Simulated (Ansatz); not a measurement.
Geometry optimisation in Ansatz: input, command and trajectory.

```yaml
crystal:
  lattice:
    - [5.8532469767, 0.0, 0.0]
    - [0.0, 5.8532469767, 0.0]
    - [0.0, 0.0, 3.7700822386]
  atoms:
    - { symbol: Hg, position: [0.306, 0.306, 0.0] }
    - { symbol: Hg, position: [0.194, 0.806, 0.5] }
    - { symbol: Hg, position: [0.694, 0.694, 0.0] }
    - { symbol: Hg, position: [0.806, 0.194, 0.5] }
    - { symbol: F, position: [0.0, 0.0, 0.0] }
    - { symbol: F, position: [0.5, 0.5, 0.5] }
basis:
  ecutwfc: 420
kpoints:
  mp_grid: { grid: [4, 4, 4] }
hamiltonian:
  xc: pbe
scf:
  occupations: { method: gaussian, width: 0.1 }
  lower_state_search: "off"
output:
  forces: true
  stress: true
  eigenvalues: true
relax:
  adjacent_minimum: "off"
  f_tol: 0.04
  max_steps: 70
  cell: { stress_tol: 0.4 }
```

```bash
ansatz run input.yaml --threads 1 --pin off --max-ram 2560MiB --backend cpu --events-out ev --progress --plain --runs-dir out
```

Theory: DFT PBE, scalar-relativistic, plane waves, PAW (Ansatz 0.2.0).

Of 26 frames 10 are shown, positions in Å and forces in eV/Å; the SCF threshold varies from step to step. Steps run on the plane waves of an earlier cell, with a Pulay correction in the pressure. The basis is chosen afresh for the last frame, the zero of the energies, and at times for earlier ones too; energy and pressure step there, also at an unchanged geometry. Here that happened at steps 10 (-38 meV/atom, 2.1 GPa), 17 (-23 meV/atom, 1.1 GPa), 22 (-10 meV/atom, 0.4 GPa), 26 (-4 meV/atom, 0.1 GPa); the frames before carry an error of that size. The mark taken_back stands on steps that the optimiser undid. The end is built of chains, and without a dispersion correction their distances are poorly fixed.

```xyz
6
Lattice="5.8532 0.0000 0.0000 0.0000 5.8532 0.0000 0.0000 0.0000 3.7701" Properties=species:S:1:pos:R:3:forces:R:3 pbc="T T T" step=1 free_energy_over_end_meV_per_atom=264.95 pressure_GPa=6.29
Hg    1.7911    1.7911    0.0000   -0.2492   -0.2492    0.0000
Hg    1.1355    4.7177    1.8850    0.2492   -0.2492    0.0000
Hg    4.0622    4.0622    0.0000    0.2492    0.2492    0.0000
Hg    4.7177    1.1355    1.8850   -0.2492    0.2492    0.0000
F     0.0000    0.0000    0.0000    0.0000    0.0000    0.0000
F     2.9266    2.9266    1.8850    0.0000    0.0000    0.0000
6
Lattice="5.9411 0.0000 0.0000 0.0000 5.9411 0.0000 0.0000 0.0000 4.2116" Properties=species:S:1:pos:R:3:forces:R:3 pbc="T T T" step=4 free_energy_over_end_meV_per_atom=200.05 pressure_GPa=-0.64
Hg    1.8267    1.8267    0.0000    0.0192    0.0192    0.0000
Hg    1.1438    4.7973    2.1058   -0.0192    0.0192    0.0000
Hg    4.1144    4.1144    0.0000   -0.0192   -0.0192    0.0000
Hg    4.7973    1.1438    2.1058    0.0192   -0.0192    0.0000
F     0.0000    0.0000    0.0000    0.0000    0.0000    0.0000
F     2.9706    2.9706    2.1058    0.0000    0.0000    0.0000
6
Lattice="5.5570 0.0000 0.0000 0.0000 5.5570 0.0000 0.0000 0.0000 4.4338" Properties=species:S:1:pos:R:3:forces:R:3 pbc="T T T" step=7 free_energy_over_end_meV_per_atom=183.96 pressure_GPa=1.32
Hg    1.7617    1.7617    0.0000   -0.1173   -0.1173    0.0000
Hg    1.0168    4.5402    2.2169    0.1173   -0.1173    0.0000
Hg    3.7952    3.7952    0.0000    0.1173    0.1173    0.0000
Hg    4.5402    1.0168    2.2169   -0.1173    0.1173    0.0000
F     0.0000    0.0000    0.0000    0.0000    0.0000    0.0000
F     2.7785    2.7785    2.2169    0.0000    0.0000    0.0000
6
Lattice="5.5357 0.0000 0.0000 0.0000 5.5357 0.0000 0.0000 0.0000 4.5159" Properties=species:S:1:pos:R:3:forces:R:3 pbc="T T T" step=9 free_energy_over_end_meV_per_atom=180.18 pressure_GPa=0.14
Hg    1.7423    1.7423    0.0000   -0.0120   -0.0120    0.0000
Hg    1.0255    4.5101    2.2580    0.0120   -0.0120    0.0000
Hg    3.7934    3.7934    0.0000    0.0120    0.0120    0.0000
Hg    4.5101    1.0255    2.2580   -0.0120    0.0120    0.0000
F     0.0000    0.0000    0.0000    0.0000    0.0000    0.0000
F     2.7678    2.7678    2.2580    0.0000    0.0000    0.0000
6
Lattice="5.3753 0.0000 0.0000 0.0000 5.3753 0.0000 0.0000 0.0000 4.8880" Properties=species:S:1:pos:R:3:forces:R:3 pbc="T T T" step=12 free_energy_over_end_meV_per_atom=87.46 pressure_GPa=1.46
Hg    1.6969    1.6969    0.0000   -0.0329   -0.0329    0.0000
Hg    0.9907    4.3846    2.4440    0.0329   -0.0329    0.0000
Hg    3.6784    3.6784    0.0000    0.0329    0.0329    0.0000
Hg    4.3846    0.9907    2.4440   -0.0329    0.0329    0.0000
F     0.0000    0.0000    0.0000    0.0000    0.0000    0.0000
F     2.6877    2.6877    2.4440    0.0000    0.0000    0.0000
6
Lattice="5.1680 0.0000 0.0000 0.0000 5.1680 0.0000 0.0000 0.0000 5.2849" Properties=species:S:1:pos:R:3:forces:R:3 pbc="T T T" step=15 free_energy_over_end_meV_per_atom=72.62 pressure_GPa=1.54 taken_back
Hg    1.6421    1.6421    0.0000   -0.2987   -0.2987    0.0000
Hg    0.9419    4.2261    2.6424    0.2987   -0.2987    0.0000
Hg    3.5259    3.5259    0.0000    0.2987    0.2987    0.0000
Hg    4.2261    0.9419    2.6424   -0.2987    0.2987    0.0000
F     0.0000    0.0000    0.0000    0.0000    0.0000    0.0000
F     2.5840    2.5840    2.6424    0.0000    0.0000    0.0000
6
Lattice="5.2503 0.0000 0.0000 0.0000 5.2503 0.0000 0.0000 0.0000 5.3580" Properties=species:S:1:pos:R:3:forces:R:3 pbc="T T T" step=18 free_energy_over_end_meV_per_atom=35.58 pressure_GPa=0.99
Hg    1.6483    1.6483    0.0000    0.0170    0.0170    0.0000
Hg    0.9768    4.2735    2.6790   -0.0170    0.0170    0.0000
Hg    3.6019    3.6019    0.0000   -0.0170   -0.0170    0.0000
Hg    4.2735    0.9768    2.6790    0.0170   -0.0170    0.0000
F     0.0000    0.0000    0.0000    0.0000    0.0000    0.0000
F     2.6251    2.6251    2.6790    0.0000    0.0000    0.0000
6
Lattice="5.2076 0.0000 0.0000 0.0000 5.2076 0.0000 0.0000 0.0000 5.6805" Properties=species:S:1:pos:R:3:forces:R:3 pbc="T T T" step=20 free_energy_over_end_meV_per_atom=19.23 pressure_GPa=0.44
Hg    1.6331    1.6331    0.0000   -0.0005   -0.0005    0.0000
Hg    0.9707    4.2369    2.8403    0.0005   -0.0005    0.0000
Hg    3.5745    3.5745    0.0000    0.0005    0.0005    0.0000
Hg    4.2369    0.9707    2.8403   -0.0005    0.0005    0.0000
F     0.0000    0.0000    0.0000    0.0000    0.0000    0.0000
F     2.6038    2.6038    2.8403    0.0000    0.0000    0.0000
6
Lattice="5.1812 0.0000 0.0000 0.0000 5.1812 0.0000 0.0000 0.0000 6.0198" Properties=species:S:1:pos:R:3:forces:R:3 pbc="T T T" step=23 free_energy_over_end_meV_per_atom=4.28 pressure_GPa=0.24
Hg    1.6223    1.6223    0.0000   -0.0059   -0.0059    0.0000
Hg    0.9683    4.2129    3.0099    0.0059   -0.0059    0.0000
Hg    3.5589    3.5589    0.0000    0.0059    0.0059    0.0000
Hg    4.2129    0.9683    3.0099   -0.0059    0.0059    0.0000
F     0.0000    0.0000    0.0000    0.0000    0.0000    0.0000
F     2.5906    2.5906    3.0099    0.0000    0.0000    0.0000
6
Lattice="5.1543 0.0000 0.0000 0.0000 5.1543 0.0000 0.0000 0.0000 6.2779" Properties=species:S:1:pos:R:3:forces:R:3 pbc="T T T" step=26 free_energy_over_end_meV_per_atom=0.00 pressure_GPa=0.29
Hg    1.6096    1.6096    0.0000    0.0278    0.0278    0.0000
Hg    0.9675    4.1868    3.1389   -0.0278    0.0278    0.0000
Hg    3.5447    3.5447    0.0000   -0.0278   -0.0278    0.0000
Hg    4.1868    0.9675    3.1389    0.0278   -0.0278    0.0000
F     0.0000    0.0000    0.0000    0.0000    0.0000    0.0000
F     2.5771    2.5771    3.1389    0.0000    0.0000    0.0000
```

The start puts this composition into another compound's structure type, which needn't suit it. At the end the space group is P4_2/mnm (tolerance 0.05 Å).

The run took 3.5 min on 1 thread of Arm Neoverse V2, on a shared host, peak memory 0.46 GiB.

The k mesh is coarse. Spin–orbit coupling is left out, which can shift energies with elements as heavy as these.